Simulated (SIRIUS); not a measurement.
Consider a self-consistent single point of Zn2SeS (P-4m2, 4 atoms in the cell; from Materials Project mp-1215430, changed as shown).

```
Zn2SeS
1.0
    3.98748     0.00000     0.00000
    0.00000     3.98748     0.00000
    0.00000     0.00000     5.63256
Zn Se S
2 1 1
Direct
  0.50000   0.00000   0.76306
  0.00000   0.50000   0.23694
  0.00000   0.00000   0.50000
  0.50000   0.50000   0.00000
```

Method: LDA (PW92), PseudoDojo 0.4 standard norm-conserving LDA (tails mended) pseudopotentials (plane waves; SIRIUS 7.12.0).

SIRIUS settings:

| key | value |
|---|---|
| parameters.ngridk | 6 6 4 |
| parameters.xc_functionals | [XC_LDA_X, XC_LDA_C_PW] |
| parameters.gk_cutoff | 9.274 1/bohr |
| parameters.pw_cutoff | 18.548 1/bohr |
| parameters.smearing | gaussian |
| parameters.smearing_width | 0.0001 Ha |
| potentials | PseudoDojo 0.4 standard norm-conserving LDA (tails mended) pseudopotentials |
| parameters.electronic_structure_method | pseudopotential |
| parameters.num_bands | 37 |
| parameters.num_mag_dims | 0 |
| parameters.num_dft_iter | 100 |
| parameters.energy_tol | 1e-07 Ha |
| parameters.density_tol | 1e-06 |
| mixer.type | anderson |
| mixer.beta | 0.3 |
| mixer.use_hartree | false |

Results:

| Item | Value |
|---|---|
| Number of valence electrons | 62 |
| Number of bands | 37 |
| Number of k-points after the program's reduction | 30 |
| Number of plane waves (most at a k-point) | 8184 |
| Number of SCF iterations | 16 |
| FFT grid | 48 × 48 × 72 |
| Free energy E − TS | -14971.2548 eV |
| Gap on the k-point mesh | 1.13 eV |
| Pressure | -6.85 GPa |
| Largest force (vector length) | 0.034 eV/Å |

Forces (eV/Å):
```csv
atom,Fx,Fy,Fz
Zn1,0.000,0.000,-0.034
Zn2,0.000,0.000,0.034
Se3,0.000,0.000,0.000
S4,0.000,0.000,0.000
```

Stress (GPa, positive for compression):
```
-6.86   0.00   0.00
 0.00  -6.86   0.00
 0.00   0.00  -6.84
```

The gap is read on the k-point mesh of the run and can differ from the gap over the whole zone at this level.

For comparison: a first run was changed to give this one (lattice scaled by 1.02), and from it to this one the free energy rises by 43.1 meV/atom, the pressure goes from -3.68 to -6.85 GPa, the largest force goes from 0.008 to 0.034 eV/Å and the gap on the mesh goes from 1.368 to 1.131 eV.

The structure comes from a collection of computed structures, made at another level of theory; the collection holds predicted forms beside known ones.

Cost on one core: around 90 core-seconds (rough).

“Tails mended”: in these copies of the files the far tail of each local potential was reset to the Coulomb form.
